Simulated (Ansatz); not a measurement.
Relaxed La (dhcp type, space group P6_3/mmc):

```
La
1.0
    3.78465     0.00000     0.00000
   -1.89233     3.27761     0.00000
    0.00000     0.00000    12.02942
La
4
Direct
  0.00000   0.00000   0.00000
  0.00000   0.00000   0.50000
  0.33333   0.66667   0.25000
  0.66667   0.33333   0.75000
```

The numbers are results of r2SCAN (plane waves to 500 eV, PAW, scalar-relativistic; Ansatz, a program for electronic structure), not measurements. k mesh 11×11×3 (Γ-centred), Fermi-Dirac smearing 0.05 eV. With partly filled bands, energies and forces of such displacements shift with the k mesh and the smearing. La is run without spin polarisation. La was relaxed with its symmetry unable to fall. The PAW data are Ansatz's earlier set.

One atom of the cell was then moved (with its periodic images), all else fixed, and the forces (eV/Å) came out as:

| atom | Fx | Fy | Fz |
|---|---|---|---|
| La1 | 0.152 | 0.119 | 0.006 |
| La2 | 0.152 | 0.119 | -0.006 |
| La3 | -0.317 | -0.261 | 0.000 |
| La4 | 0.014 | 0.022 | 0.000 |

Question: Which atom was moved, and by which vector (Å)?

Answer: La3, by (0.52, 0.52, 0.00), 0.74 Å in all.

(A displaced cell: forces are minus the slopes of the energy, force constants its curvatures, and phonons follow from these.)
